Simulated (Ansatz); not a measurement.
Relaxed Cu (fcc, Cu type):

```
Cu
1.0
    0.00000     3.62969     3.62969
    1.81485     1.81485     3.62969
    1.81485     1.81485     0.00000
Cu
2
Direct
  0.00000   0.00000   0.00000
  0.50000   0.00000   0.00000
```

The atoms are displaced by Q × the pattern below (from a DFPT mode at X = (0.5, 0.5, 0.0), largest move 1; Q in Å), at fixed cell. It is one choice among 2 degenerate patterns. (q is in reciprocal vectors of the primitive cell; the cell shown is doubled to hold the pattern.)

```tsv
atom	x	y	z
Cu1	0.000	1.000	0.000
Cu2	0.000	-1.000	0.000
```

All values below come from PBE (plane waves to 420 eV, PAW, scalar-relativistic; Ansatz, an electronic-structure program). k mesh 22×22×22 (Γ-centred), Fermi-Dirac smearing 0.05 eV. E stands for the smeared free energy. With partly filled bands, energies and forces of such displacements shift with the k mesh and the smearing. Cu is run without spin polarisation. Cu was relaxed with its symmetry unable to fall. ΔE is measured from the undisplaced structure. The last digit holds for this mesh only.

| Q (Å) | ΔE (meV/cell) |
|---|---|
| -0.1000 | 67.4 |
| -0.0833 | 46.6 |
| -0.0667 | 29.7 |
| -0.0500 | withheld |
| -0.0333 | 7.4 |
| -0.0167 | 1.8 |
| 0.0000 | 0.0 |
| 0.0167 | 1.8 |
| 0.0333 | 7.4 |
| 0.0500 | withheld |
| 0.0667 | 29.7 |
| 0.0833 | 46.6 |
| 0.1000 | 67.4 |

### Question
Fit an even polynomial form (powers 2, 4) to the given rows and predict ΔE at Q = -0.0500.

### Answer
Least squares on the 11 given rows: ΔE = (6639)·Q² + (10200)·Q⁴, in meV/cell with Q in Å; root-mean-square residual 0.03 meV/cell. At -0.0500 the fit gives 16.7 meV/cell; the calculation gives 16.7 meV/cell, the same to the digits shown. The quadratic term alone would give 16.6 meV/cell.

(A displaced cell: forces are minus the slopes of the energy, force constants its curvatures, and phonons follow from these.)
